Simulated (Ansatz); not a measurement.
SrZrO3 in space group Imma (No. 74; Sr on 4e, Zr on 4a, O on 4e, O on 8g), plane-wave PAW PBEsol (Ansatz code). The conduction-band minimum lies at Γ, with 1 equivalent valley. Second derivatives d²E/dk² of the lowest band at one valley (eV·Å²), along Cartesian directions:

| direction | d²E/dk² |
|---|---|
| [100] | 18.49 |
| [010] | 3.063 |
| [001] | 15.50 |
| [110] | 10.78 |
| [101] | 17.00 |
| [011] | 9.282 |

Task: Find the principal effective masses, the density-of-states mass and the conductivity mass.

Result: Off-diagonal terms follow from H_xy = H[110] − (H_xx + H_yy)/2, and m*/mₑ = 7.620 eV·Å² over each eigenvalue: 0.41, 0.49, 2.5. One valley's DOS mass (m₁m₂m₃)^(1/3) = 0.80, conductivity mass 3/(Σ 1/mᵢ) = 0.62 mₑ.

Task: What effective density of states Nc follows at 300 K for parabolic valleys?

Result: Nc = 2.509e19 × 1 × (0.80)^(3/2) ≈ 1.8e19 cm⁻³.

Task: With the computed static dielectric constant 44.9 (mean of the diagonal), estimate a hydrogenic donor's binding energy and radius.

Result: E = 13.606 eV × 0.62/44.9² ≈ 4.2 meV; a = 0.529 Å × ε/m* ≈ 38 Å. Semilocal masses tend to be too small when the gap is underestimated.

The first step of the workflow began from a Materials Project structure, measured or hypothetical; the Crystallography Open Database copy checked does not list it. COD files the formula under space group No. 62, 63, 221. Whether it is the stable phase at ambient conditions was not checked. The PBEsol relaxation kept the symmetry of its start; its stability against distortions is not shown here. The run is not spin-polarised. Spin–orbit coupling is left out wherever it is not named.

Potentials: the later of the program's two PAW sets.
